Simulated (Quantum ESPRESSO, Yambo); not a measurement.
Be2C (space group Fm-3m, No. 225): one geometry, one set of LDA (Quantum ESPRESSO, PseudoDojo norm-conserving, 88 Ry, no spin-orbit coupling) orbitals, self-energies from Yambo (6×6×6 Γ-centred k mesh, bands 3 to 76 and a 14 Ry block in the screening, 76 bands in G with the Bruneval-Gonze terminator, plasmon pole fitted at 27.2 eV).

| level | gap Γ → X (eV) | direct gap at Γ (eV) |
|---|---|---|
| LDA (Quantum ESPRESSO) | 1.21 | 4.13 |
| exchange only (Hartree-Fock self-energy on LDA orbitals) | (withheld) | (withheld) |
| static COHSEX@LDA | (withheld) | (withheld) |
| G0W0@LDA, plasmon pole | 2.12 | 5.58 |
| G0W0@LDA, multipole fit to 8 frequencies, no terminator | 2.06 | 5.52 |
| G0W0@LDA, plasmon pole, no terminator | 2.06 | 5.53 |

Task: What belongs in the gaps?

Result: 
- exchange only (Hartree-Fock self-energy on LDA orbitals), gap Γ → X (eV): 7.53
- exchange only (Hartree-Fock self-energy on LDA orbitals), direct gap at Γ (eV): 11.43
- static COHSEX@LDA, gap Γ → X (eV): 3.18
- static COHSEX@LDA, direct gap at Γ (eV): 6.74

Bare exchange has no screening and gives the widest gap; static COHSEX screens it but leaves out the frequency dependence, which G0W0 restores.

Nearest settings tried, and what they do to the gap: 48 bands in G: +10 meV; 48 bands in W, 48 bands in G: -12 meV; 11 Ry block (89 vectors against 137): -40 meV; 4×4×4 mesh: -28 meV. So the settings aren't converged at that level.

Geometry relaxed with LDA; primitive cell a = 3.020 Å, b = 3.020 Å, c = 3.020 Å, α = 60.00°, β = 60.00°, γ = 60.00°.
